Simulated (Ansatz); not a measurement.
AgCl:
```
AgCl
1.0
    0.00000     2.80575     2.80575
    2.80575     0.00000     2.80575
    2.80575     2.80575     0.00000
Ag Cl
1 1
Direct
  0.50000   0.50000   0.50000
  0.00000   0.00000   0.00000
```

Relaxed with PBE. Special points in fractions of this cell's reciprocal vectors: Γ (0.000, 0.000, 0.000); X (0.500, 0.000, 0.500); U (0.625, 0.250, 0.625); K (0.375, 0.375, 0.750); L (0.500, 0.500, 0.500); W (0.500, 0.250, 0.750).

Question: List the band energies nearest the valence-band maximum at these points for PBE (plane waves, PAW; program Ansatz).

Answer: In eV from the valence-band maximum; about four levels below and three above (degenerate sets whole), none deeper than 8.9 eV; … stands for higher levels left out; points with the same levels are listed once.

```json
[
 {"k": "Γ", "below": "-2.27 -2.27 -2.17 -2.17 -2.17", "above": "0.92 …"},
 {"k": "X", "below": "-2.09 -1.86 -1.86 -1.80", "above": "2.43 8.02 …"},
 {"k": "U", "below": "-1.92 -1.75 -1.57 -0.98", "above": "3.61 7.24 …"},
 {"k": "L", "below": "-1.97 -1.97 -1.67 0.00 0.00", "above": "4.33 6.35 …"},
 {"k": "W", "below": "-1.88 -1.88 -1.87 -1.86 -1.10", "above": "4.15 …"}
]
```

Space group Fm-3m (rock salt). Symmetry was held in the PBE relaxation; phonons on a q-mesh show no instability. No spin polarisation was allowed. Scalar-relativistic: spin–orbit coupling is off unless named, which matters more the heavier the elements.

Potentials: the later of the program's two PAW sets.
